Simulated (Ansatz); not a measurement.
## BaSrCaMgSi2O8, one structure, two calculations

Cell: a Materials Project structure (computed, not necessarily an observed phase), atoms as given.

Space group P3m1 (No. 156); a = 5.5317, c = 6.9909 Å, γ = 120.00°.

```
site  Wyckoff  site symmetry       x       y       z
  Ba       1b            3m.  0.3333  0.6667  0.4990
  Sr       1c            3m.  0.6667  0.3333  0.8408
  Ca       1a            3m.  0.0000  0.0000  0.1675
  Mg       1b            3m.  0.3333  0.6667  0.0000
 Si5       1c            3m.  0.6667  0.3333  0.2723
 Si6       1a            3m.  0.0000  0.0000  0.7261
  O7       1c            3m.  0.6667  0.3333  0.5026
  O8       1a            3m.  0.0000  0.0000  0.4928
  O9       3d            .m.  0.5080  0.4920  0.1778
 O12       3d            .m.  0.1582  0.8418  0.8219
```

One atom of each set is listed.

First run. All values are calculated (Ansatz; DFT, PBE, plane waves and PAW, scalar-relativistic, 420 eV cutoff, Γ-centred 5×5×4 k-points, Fermi–Dirac smearing 0.02 eV), not measured.

```csv
site,V_zz (10²¹ V/m²),η
Ba,-13.09,0.00
Sr,-4.55,0.00
Ca,-2.49,0.00
Mg,-0.11,0.00
Si5,-2.79,0.00
Si6,-2.08,0.00
O7,4.08,0.00
O8,5.10,0.00
O9,4.08,0.51
O12,4.46,0.03
```

Second run. The same atoms and settings, except that spin–orbit coupling is included (fully relativistic PAW files).

Question: What does the second run give?

Answer: 

```json
{"site": "Ba", "V_zz": "-13.13", "η": "0.00", "change of V_zz": "-0.04"}
{"site": "Sr", "V_zz": "-4.55", "η": "0.00", "change of V_zz": "0.00"}
{"site": "Ca", "V_zz": "-2.49", "η": "0.00", "change of V_zz": "0.00"}
{"site": "Mg", "V_zz": "-0.11", "η": "0.00", "change of V_zz": "0.00"}
{"site": "Si5", "V_zz": "-2.79", "η": "0.00", "change of V_zz": "0.00"}
{"site": "Si6", "V_zz": "-2.08", "η": "0.00", "change of V_zz": "0.00"}
{"site": "O7", "V_zz": "4.08", "η": "0.00", "change of V_zz": "0.00"}
{"site": "O8", "V_zz": "5.10", "η": "0.00", "change of V_zz": "0.00"}
{"site": "O9", "V_zz": "4.08", "η": "0.51", "change of V_zz": "0.00"}
{"site": "O12", "V_zz": "4.46", "η": "0.03", "change of V_zz": "0.00"}
```

The largest change of V_zz is on Ba, from -13.09 to -13.13.
